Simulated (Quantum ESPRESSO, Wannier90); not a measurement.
## Wannier functions of TaS₂ (R3m)

Materials Project entry mp-10014; symmetrised, unrelaxed at this level. Not found in the COD (Crystallography Open Database) copy used, which has the formula in other groups; not checked further. Level: PBEsol, spinors with spin-orbit coupling; pw.x of Quantum ESPRESSO at 47 Ry with PseudoDojo potentials, 8×8×8 k-points, Wannier90. Density: 10×10×10 mesh, cold smearing 0.01 Ry. The cell is built of weakly bound layers, chains or molecules. Database cells relaxed without dispersion often hold them too far apart, which can enlarge gaps and weakens couplings between them; spacing and stacking were not compared with the measured crystal.

On the energy scale of pw.x, whose zero is arbitrary, the Fermi level lies at 8.72 eV.

Input w.win:

```
num_bands = 42
num_wann = 22
exclude_bands = 1-12
spinors = true
num_iter = 0
conv_tol = 1.0e-6
conv_window = 4
dis_num_iter = 1000
dis_conv_tol = 1.0e-6
dis_froz_max = 10.22
write_hr = true
write_u_matrices = true
begin projections
Ta: d
S: p
end projections
begin unit_cell_cart
ang
   -1.6688151367    2.8904726053    0.0000000000
   -3.3376302735    0.0000000000    0.0000000000
   -1.6688151367    0.9634908684    6.3284130000
end unit_cell_cart
begin atoms_frac
Ta  -0.1667500000 -0.1667500000 -0.4997500000
S    0.4181970000  0.4181970000 -0.2545910000
S   -0.4184430000 -0.4184430000  0.2553290000
end atoms_frac
mp_grid = 8 8 8
begin kpoints
0.0000000000 0.0000000000 0.0000000000
0.0000000000 0.0000000000 0.1250000000
0.0000000000 0.0000000000 0.2500000000
... (509 more lines: the 8x8x8 mesh through Gamma)
end kpoints
```

Input of pw2wannier90.x that gives the overlap and projection files (equivalent; here they were cut from one run over all bands):

```
&inputpp
  outdir = './out'
  prefix = 'pwscf'
  seedname = 'w'
  write_amn = .true.
  write_mmn = .true.
/
```

Output w.wout (banner and timings cut):

```
                                    ------
                                    SYSTEM
                                    ------

                              Lattice Vectors (Ang)
                    a_1    -1.668815   2.890473   0.000000
                    a_2    -3.337630   0.000000   0.000000
                    a_3    -1.668815   0.963491   6.328413

                   Unit Cell Volume:      61.05228  (Ang^3)

                        Reciprocal-Space Vectors (Ang^-1)
                    b_1     0.000000   2.173757  -0.330951
                    b_2    -1.882529  -1.086879  -0.330951
                    b_3     0.000000   0.000000   0.992853

 *----------------------------------------------------------------------------*
 |   Site       Fractional Coordinate          Cartesian Coordinate (Ang)     |
 +----------------------------------------------------------------------------+
 | ta   1  -0.16675  -0.16675  -0.49975   |    1.66882  -0.96349  -3.16262    |
 | s    1   0.41820   0.41820  -0.25459   |   -1.66882   0.96349  -1.61116    |
 | s    2  -0.41844  -0.41844   0.25533   |    1.66882  -0.96349   1.61583    |
 *----------------------------------------------------------------------------*
                                ------------
                                K-POINT GRID
                                ------------

             Grid size =  8 x  8 x  8      Total points =  512

 *---------------------------------- MAIN ------------------------------------*
 |  Number of Wannier Functions               :                22             |
 |  Number of Objective Wannier Functions     :                22             |
 |  Number of input Bloch states              :                42             |
 |  Output verbosity (1=low, 5=high)          :                 1             |
 |  Timing Level (1=low, 5=high)              :                 1             |
 |  Optimisation (0=memory, 3=speed)          :                 3             |
 |  Length Unit                               :               Ang             |
 |  Post-processing setup (write *.nnkp)      :                 F             |
 |  Using Gamma-only branch of algorithms     :                 F             |
 *----------------------------------------------------------------------------*
 *------------------------------- WANNIERISE ---------------------------------*
 |  Total number of iterations                :                 0             |
 |  Number of CG steps before reset           :                 5             |
 |  Trial step length for line search         :             2.000             |
 |  Convergence tolerence                     :         0.100E-05             |
 |  Convergence window                        :                 4             |
 |  Iterations between writing output         :                 1             |
 |  Iterations between backing up to disk     :               100             |
 |  Write r^2_nm to file                      :                 F             |
 |  Write xyz WF centres to file              :                 F             |
 |  Write on-site energies <0n|H|0n> to file  :                 F             |
 |  Use guiding centre to control phases      :                 F             |
 |  Use phases for initial projections        :                 F             |
 *----------------------------------------------------------------------------*
 *------------------------------- DISENTANGLE --------------------------------*
 |  Using band disentanglement                :                 T             |
 |  Total number of iterations                :              1000             |
 |  Mixing ratio                              :             0.500             |
 |  Convergence tolerence                     :         1.000E-06             |
 |  Convergence window                        :                 3             |
 *----------------------------------------------------------------------------*
 *-------------------------------- PLOTTING ----------------------------------*
 |  Plotting Hamiltonian in WF basis          :                 T             |
 *----------------------------------------------------------------------------*

 *---------------------------------- K-MESH ----------------------------------*
 +----------------------------------------------------------------------------+
 |                    Distance to Nearest-Neighbour Shells                    |
 |                    ------------------------------------                    |
 |          Shell             Distance (Ang^-1)          Multiplicity         |
 |          -----             -----------------          ------------         |
 |             1                   0.124107                      2            |
 |             2                   0.248213                      2            |
 |             3                   0.274851                      6            |
 |             4                   0.284037                      6            |
 |             5                   0.318141                      6            |
 |             6                   0.341491                      6            |
 |             7                   0.372320                      2            |
 |             8                   0.397101                      6            |
       ... (lines left out)
 +----------------------------------------------------------------------------+
 | The b-vectors are chosen automatically                                     |
 | The following shells are used:                       1,  3                 |
 +----------------------------------------------------------------------------+
 |                        Shell   # Nearest-Neighbours                        |
 |                        -----   --------------------                        |
 |                          1               2                                 |
 |                          2               6                                 |
 +----------------------------------------------------------------------------+
 | Completeness relation is fully satisfied [Eq. (B1), PRB 56, 12847 (1997)]  |
 +----------------------------------------------------------------------------+
 |                  b_k Vectors (Ang^-1) and Weights (Ang^2)                  |
 |                  ----------------------------------------                  |
 |            No.         b_k(x)      b_k(y)      b_k(z)        w_b           |
 |            ---        --------------------------------     --------        |
 |             1         0.000000    0.000000    0.124107    30.957417        |
 |             2         0.000000    0.000000   -0.124107    30.957417        |
 |             3        -0.235316   -0.135860   -0.041369     4.514781        |
 |             4         0.000000    0.271720   -0.041369     4.514781        |
 |             5        -0.235316    0.135860    0.041369     4.514781        |
 |             6         0.235316    0.135860    0.041369     4.514781        |
 |             7         0.000000   -0.271720    0.041369     4.514781        |
 |             8         0.235316   -0.135860   -0.041369     4.514781        |
 +----------------------------------------------------------------------------+
 |                           b_k Directions (Ang^-1)                          |
 |                           -----------------------                          |
 |            No.           x           y           z                         |
 |            ---        --------------------------------                     |
 |             1         0.000000    0.000000    0.124107                     |
 |             2        -0.235316   -0.135860   -0.041369                     |
 |             3         0.000000    0.271720   -0.041369                     |
 |             4        -0.235316    0.135860    0.041369                     |
 +----------------------------------------------------------------------------+

 Starting a new Wannier90 calculation ...

 Reading overlaps from w.mmn

 Reading projections from w.amn

 *------------------------------- DISENTANGLE --------------------------------*
 +----------------------------------------------------------------------------+
 |                              Energy  Windows                               |
 |                              ---------------                               |
 |                   Outer:    2.70138  to   25.03161  (eV)                   |
 |                   Inner:    2.70138  to   10.22000  (eV)                   |
 +----------------------------------------------------------------------------+
   Number of target bands to extract:   22

                   Unitarised projection of Wannier functions
                   ------------------------------------------
   A_mn = <psi_m|g_n> --> S = A.A^+ --> U = S^-1/2.A
   In dis_project... done
   Using an inner window (linner = T)
   In dis_proj_froz... done

                   Extraction of optimally-connected subspace
                   ------------------------------------------
 +---------------------------------------------------------------------+<-- DIS
 |  Iter     Omega_I(i-1)      Omega_I(i)      Delta (frac.)           |<-- DIS
 +---------------------------------------------------------------------+<-- DIS
       1      37.50174340      36.73550945       2.086E-02    <-- DIS
       2      36.98249758      36.45555659       1.445E-02    <-- DIS
       3      36.65516957      36.24260625       1.138E-02    <-- DIS
       4      36.39314968      36.06830112       9.006E-03    <-- DIS
       5      36.18126293      35.92223712       7.211E-03    <-- DIS
       6      36.00737627      35.79789662       5.852E-03    <-- DIS
       ... (lines left out)
     101      34.62562303      34.62478012       2.434E-05    <-- DIS
       ... (lines left out)
     201      34.59834568      34.59825277       2.685E-06    <-- DIS
       ... (lines left out)
     243      34.59667408      34.59663958       9.972E-07    <-- DIS
     244      34.59665086      34.59661718       9.736E-07    <-- DIS
     245      34.59662817      34.59659529       9.504E-07    <-- DIS

             <<<      Delta < 1.000E-06  over  3 iterations     >>>
             <<< Disentanglement convergence criteria satisfied >>>

        Final Omega_I    34.59659529 (Ang^2)

 +----------------------------------------------------------------------------+

 Writing checkpoint file w.chk... done

 *------------------------------- WANNIERISE ---------------------------------*
 +--------------------------------------------------------------------+<-- CONV
 | Iter  Delta Spread     RMS Gradient      Spread (Ang^2)            |<-- CONV
 +--------------------------------------------------------------------+<-- CONV

 ------------------------------------------------------------------------------
 Initial State
  WF centre and spread    1  (  1.668816, -0.963491, -3.163726 )     1.61967320
  WF centre and spread    2  (  1.668814, -0.963490, -3.163724 )     1.61965426
  WF centre and spread    3  (  1.668824, -0.962730, -3.164787 )     1.59471096
  WF centre and spread    4  (  1.668794, -0.962741, -3.164755 )     1.59475846
  WF centre and spread    5  (  1.668820, -0.964259, -3.164783 )     1.59471242
  WF centre and spread    6  (  1.668820, -0.964231, -3.164759 )     1.59475866
  WF centre and spread    7  (  1.668823, -1.147571, -3.162473 )     1.82400399
  WF centre and spread    8  (  1.668823, -1.147567, -3.162473 )     1.82404388
  WF centre and spread    9  (  1.668813, -0.778976, -3.162442 )     1.82417587
  WF centre and spread   10  (  1.668808, -0.778977, -3.162442 )     1.82421455
  WF centre and spread   11  ( -1.668812,  0.963489, -1.576469 )     1.77812539
  WF centre and spread   12  ( -1.668818,  0.963493, -1.576468 )     1.77812440
  WF centre and spread   13  ( -1.668814,  1.007971, -1.702337 )     1.66063709
  WF centre and spread   14  ( -1.668841,  1.007964, -1.702310 )     1.66063430
  WF centre and spread   15  ( -1.668799,  0.918492, -1.702340 )     1.66065694
  WF centre and spread   16  ( -1.668808,  0.918521, -1.702308 )     1.66063563
  WF centre and spread   17  (  1.668818, -0.963492,  1.582077 )     1.77631229
  WF centre and spread   18  (  1.668812, -0.963489,  1.582081 )     1.77632132
  WF centre and spread   19  (  1.668819, -0.921745,  1.705117 )     1.65692911
  WF centre and spread   20  (  1.668824, -0.921747,  1.705120 )     1.65693905
  WF centre and spread   21  (  1.668808, -1.005762,  1.705118 )     1.65693967
  WF centre and spread   22  (  1.668807, -1.005763,  1.705121 )     1.65694659
  Sum of centres and spreads ( 16.688150, -9.636103,-31.613961 )    37.29390804

      0     0.373E+02     0.0000000000       37.2939080429  <-- CONV
        O_D=      0.0454713 O_OD=      2.6518414 O_TOT=     37.2939080 <-- SPRD
 ------------------------------------------------------------------------------
 Final State
  WF centre and spread    1  (  1.668816, -0.963491, -3.163726 )     1.61967320
  WF centre and spread    2  (  1.668814, -0.963490, -3.163724 )     1.61965426
  WF centre and spread    3  (  1.668824, -0.962730, -3.164787 )     1.59471096
  WF centre and spread    4  (  1.668794, -0.962741, -3.164755 )     1.59475846
  WF centre and spread    5  (  1.668820, -0.964259, -3.164783 )     1.59471242
  WF centre and spread    6  (  1.668820, -0.964231, -3.164759 )     1.59475866
  WF centre and spread    7  (  1.668823, -1.147571, -3.162473 )     1.82400399
  WF centre and spread    8  (  1.668823, -1.147567, -3.162473 )     1.82404388
  WF centre and spread    9  (  1.668813, -0.778976, -3.162442 )     1.82417587
  WF centre and spread   10  (  1.668808, -0.778977, -3.162442 )     1.82421455
  WF centre and spread   11  ( -1.668812,  0.963489, -1.576469 )     1.77812539
  WF centre and spread   12  ( -1.668818,  0.963493, -1.576468 )     1.77812440
  WF centre and spread   13  ( -1.668814,  1.007971, -1.702337 )     1.66063709
  WF centre and spread   14  ( -1.668841,  1.007964, -1.702310 )     1.66063430
  WF centre and spread   15  ( -1.668799,  0.918492, -1.702340 )     1.66065694
  WF centre and spread   16  ( -1.668808,  0.918521, -1.702308 )     1.66063563
  WF centre and spread   17  (  1.668818, -0.963492,  1.582077 )     1.77631229
  WF centre and spread   18  (  1.668812, -0.963489,  1.582081 )     1.77632132
  WF centre and spread   19  (  1.668819, -0.921745,  1.705117 )     1.65692911
  WF centre and spread   20  (  1.668824, -0.921747,  1.705120 )     1.65693905
  WF centre and spread   21  (  1.668808, -1.005762,  1.705118 )     1.65693967
  WF centre and spread   22  (  1.668807, -1.005763,  1.705121 )     1.65694659
  Sum of centres and spreads ( 16.688150, -9.636103,-31.613961 )    37.29390804

         Spreads (Ang^2)       Omega I      =    34.596595286
        ================       Omega D      =     0.045471345
                               Omega OD     =     2.651841411
    Final Spread (Ang^2)       Omega Total  =    37.293908043
```
